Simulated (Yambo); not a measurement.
A BSE run in Yambo for PNO (space group I2_12_12_1, No. 24) (LDA bands; 6×6×6 mesh, 6 valence and 6 conduction bands, static screening with 43 bands and a 3 Ry block, scissor 2.39 eV, Tamm-Dancoff; field along x) gives:

```json
[
 {"state": "1", "energy (eV)": "7.02", "states within 2 meV": "1", "relative strength": "< 0.01", "class": "dark"},
 {"state": "2", "energy (eV)": "7.06", "states within 2 meV": "1", "relative strength": "< 0.01", "class": "dark"},
 {"state": "3", "energy (eV)": "7.10", "states within 2 meV": "1", "relative strength": "< 0.01", "class": "dark"},
 {"state": "4", "energy (eV)": "7.35", "states within 2 meV": "1", "relative strength": "0.25", "class": "strong"},
 {"state": "5", "energy (eV)": "7.40", "states within 2 meV": "1", "relative strength": "< 0.01", "class": "dark"}
]
```

Axes are Cartesian, with cell vectors (Å) (-2.22, 2.39, 3.50), (2.22, -2.39, 3.50), (2.22, 2.39, -3.50).

### Question
What changes when the light is polarised along y instead?

### Answer
The energies stay; the strengths change. The first strong state is now at 7.02 eV instead of 7.35 eV.
| state | energy (eV) | states within 2 meV | relative strength | class |
|---|---|---|---|---|
| 1 | 7.02 | 1 | 1.00 | strong |
| 2 | 7.06 | 1 | < 0.01 | dark |
| 3 | 7.10 | 1 | < 0.01 | dark |
| 4 | 7.35 | 1 | < 0.01 | dark |
| 5 | 7.40 | 1 | 0.49 | strong |
Each run's strengths are scaled to its own strongest state. These are vertical excitations (zero momentum); the indirect quasiparticle gap, about 7.39 eV, is smaller than the direct one (7.93 eV on the GW mesh). The scissor comes from a G0W0 run whose convergence isn't established.

Geometry of the Materials Project entry, not relaxed at this level; primitive cell a = b = c = 4.7870 Å, α = 124.64°, β = 120.14°, γ = 85.96°.

The structure is a Materials Project entry; no match was found in the copy of COD used, and its stability was not checked.
